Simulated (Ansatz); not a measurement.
Given:

Y₂InNi₂:
Space group Cmmm (No. 65); a = 3.8709 Å, b = 14.2317 Å, c = 3.6918 Å, α = 90.00°, β = 90.00°, γ = 90.00°

| atom | site | symmetry | x | y | z |
|---|---|---|---|---|---|
| Y | 4j | m2m | 0.5000 | 0.1375 | 0.5000 |
| In | 2a | mmm | 0.0000 | 0.0000 | 0.0000 |
| Ni | 4i | m2m | 0.0000 | 0.2004 | 0.0000 |
(The calculation used a cell of 5 atoms; values per cell refer to that cell.)

This is the r²SCAN-relaxed structure.

Q: All from plane-wave PAW r²SCAN (Ansatz code), unless another level is named. Estimate the density of states at the Fermi level.

A: 0.53 states/eV per atom (mean over ±0.08 eV).

Q: Give the formation energy from the elements (no fitted shifts).

A: -0.55 eV/atom.

The workflow started from a Materials Project entry (that database holds measured and hypothetical structures alike); the Crystallography Open Database copy checked does not list it. Whether it is the stable phase at ambient conditions was not checked. The r²SCAN relaxation kept the symmetry of its start; whether a distortion lowers the energy is not shown. No spin polarisation was allowed. Axis ratios of metals converge slowly with the k-mesh, so a and c are less sure than the volume. The references are the lowest solids computed at this level, not always the standard phases. Scalar-relativistic: spin–orbit coupling is off unless named, which matters more the heavier the elements.

Potentials: the earlier of the program's two PAW sets.
